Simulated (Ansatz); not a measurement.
## SbAs, one cell by several methods

```
Sb As
1.0
     2.01275    1.16206    3.64845
    -2.01275    1.16206    3.64845
     0.00000   -2.32412    3.64845
Sb As
1 1
Direct
  0.50000 0.50000 0.50000
  0.00000 0.00000 0.00000
```

Atom numbers follow the list: Sb1, As2.

The geometry is COD entry 9001315, unchecked; take it as a test cell. The listed cell was then made from it by scaling, straining or moving an atom.

No spin–orbit coupling, which matters for the heavy atoms here.

Methods: DFT, PBEsol, PAW with Ansatz's default frozen-core files, scalar-relativistic (Ansatz 0.2.0); DFT, PBEsol, all-electron PAW with datasets made for the crystal, scalar-relativistic (Ansatz 0.2.0); DFT, PBEsol, all-electron LAPW, scalar-relativistic (Ansatz 0.2.0).

For PAW: a Γ-centred 11×11×11 k mesh, Fermi–Dirac smearing of 0.05 eV, cutoff 420 eV, no spin polarisation; the PAW files were made with PBE, and the program remakes their frozen cores for this functional. The crystal-made all-electron datasets (AE datasets) take a cutoff of 180 eV at this cell. LAPW targets a basis error of 1 meV/atom. The Ansatz runs share mesh, smearing and spin set-up. Plane-wave (PAW) pressures include the program's estimate of the Pulay term.

Stress and pressure are positive in compression.

No spin–orbit coupling: at heavy atoms the gradients can be off by tens of per cent for that reason.

In a metal, gradients converge slowly with the k mesh: the values move by tens of per cent from one mesh to another, at times in sign, so only the comparison on one mesh counts.

```json
{"quantity": "pressure (GPa)", "PAW": "-4.65", "AE datasets": "-4.64", "LAPW": "-4.63"}
{"quantity": "stress xx (GPa)", "PAW": "-3.19", "AE datasets": "-3.19", "LAPW": "-3.18"}
{"quantity": "stress zz (GPa)", "PAW": "-7.56", "AE datasets": "-7.55", "LAPW": "-7.54"}
{"quantity": "field gradient Vzz at Sb1 (10²¹ V/m²)", "PAW": "2.71", "AE datasets": "2.67", "LAPW": "–"}
{"quantity": "field gradient Vzz at As2 (10²¹ V/m²)", "PAW": "4.49", "AE datasets": "4.49", "LAPW": "–"}
```
